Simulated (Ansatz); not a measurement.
# Li: energy along a strain

Li, P6_3/mmc, a = 3.111 Å, c = 5.093 Å (as given, not relaxed at this level: -0.7 GPa). This isn't the element's structure at ambient conditions. Ansatz: PBEsol, PAW, 420 eV, Γ-centred 18×18×10 mesh on 2 atoms, Gaussian smearing 0.15 eV; no spin polarisation. Cell vectors (Å): 3.111 0.000 0.000; -1.556 2.694 0.000; 0.000 0.000 5.093. The cell is strained by x per cent times the pattern (0 1 0 0 0 0) in the order xx yy zz yz xz xy (engineering shears), with fractional coordinates held. y is the free energy over the start, V0 = 21.344 Å³/atom.

| x (%) | y (meV/atom) |
| --- | --- |
| -4.00 | ? |
| -2.00 | -1.22 |
| 0.00 | 0.00 |
| 1.00 | 1.08 |
| 3.00 | 4.12 |
| 4.00 | 6.05 |

Question: Fit y = c1 x + c2 x² + c3 x³ to the other rows, get the stiffness along the pattern, and predict the missing energy.

Answer: Least squares on the rows shown. y = 0.9284 x + 0.1548 x² − 0.002199 x³. The clamped-ion stiffness p·C·p = 2 × 1.548 eV × 160.2 / 21.344 Å³ = 23 GPa, which is C22 in these axes (second derivative at the start, which stands under stress). At x = -4.00 the fit asked for gives -1.10 meV/atom. The run gave -1.14 meV/atom, so the fit is 0.04 meV/atom too high, a small miss on the scale of the series. The form still works here, 33 % of the fitted range beyond its end.